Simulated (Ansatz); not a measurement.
Relaxed Cd (hcp, Mg type):

```
Cd
1.0
    3.01606     0.00000     0.00000
   -1.50803     2.61198     0.00000
    0.00000     0.00000     5.81912
Cd
2
Direct
  0.33333   0.66667   0.75000
  0.66667   0.33333   0.25000
```

In each cell atom 2 (Cd, nearest neighbour Cd at 3.016 Å; its periodic images, 3.0 Å or more away, move with it) moves by s·(-1.000, 0.000, 0.000) (along a lattice vector), the rest being held.

Computed with PBE (plane waves to 420 eV, PAW, scalar-relativistic; Ansatz, a quantum-chemistry and plane-wave program). k mesh 14×14×7 (Γ-centred), Fermi-Dirac smearing 0.05 eV. Energies are smeared free energies. With partly filled bands, energies and forces of such displacements shift with the k mesh and the smearing. On this mesh the relaxed cell isn't quite at rest: it carries a pressure of 0.2 GPa (compression positive) at the zero of the scan. Cd was relaxed with its symmetry unable to fall. The relaxed volume of Cd is well above the measured one; the method has no dispersion term. ΔE is measured from the undisplaced structure. The last digit holds for this mesh only.

```tsv
s (Å)	ΔE (meV/cell)
-0.600	withheld
-0.480	19.51
-0.360	11.47
-0.240	5.27
-0.120	1.34
0.000	0.00
0.120	1.34
0.240	5.27
0.360	11.47
0.480	19.51
0.600	withheld
```

### Question
Fit an even polynomial form (powers 2, 4) to the given rows and predict ΔE at s = -0.600.

### Answer
Least squares on the 9 given rows: ΔE = (93.56)·s² + (-38.56)·s⁴, in meV/cell with s in Å; root-mean-square residual 0.006 meV/cell. At -0.600 the fit gives 28.68 meV/cell; the calculation gives 28.97 meV/cell, so the extrapolation is off by -0.29 (-1.0 %). The quadratic term alone would give 33.68 meV/cell.

(A displaced cell: forces are minus the slopes of the energy, force constants its curvatures, and phonons follow from these.)
